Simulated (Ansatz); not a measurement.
BeS:
Space group P6₃/mmc (No. 194); a = 3.300 Å, b = 3.300 Å, c = 5.256 Å, α = 90.00°, β = 90.00°, γ = 120.00°

```tsv
atom	site	symmetry	x	y	z
Be	2a	-3m.	0.0000	0.0000	0.0000
S	2c	-6m2	0.3333	0.6667	0.2500
```

Relaxed at zero pressure with DFT-r²SCAN in the program Ansatz with PAW potentials.

Question: The volume is raised by 6 % and shape and atoms relax at that volume. What pressure results, and how do the axes share the change?

Answer: -5.9 GPa; a 1.9 %, b 1.9 %, c 2.0 %; the energy rises by 14 meV/atom.

Question: Give the new structure.

Answer: 
Space group P6₃/mmc (No. 194); a = 3.364 Å, b = 3.364 Å, c = 5.361 Å, α = 90.00°, β = 90.00°, γ = 120.00°

```json
[
 {"atom": "Be", "site": "2a", "symmetry": "-3m.", "x": "0.0000", "y": "0.0000", "z": "0.0000"},
 {"atom": "S", "site": "2c", "symmetry": "-6m2", "x": "0.3333", "y": "0.6667", "z": "0.2500"}
]
```

The phase is kept; no other phase was compared at this pressure.

Space group P6_3/mmc (NiAs type). This is a known high-pressure phase of the composition, computed here at zero pressure and temperature. Symmetry was held in the r²SCAN relaxation; whether a distortion lowers the energy is not shown.

Potentials: the later of the program's two PAW sets.
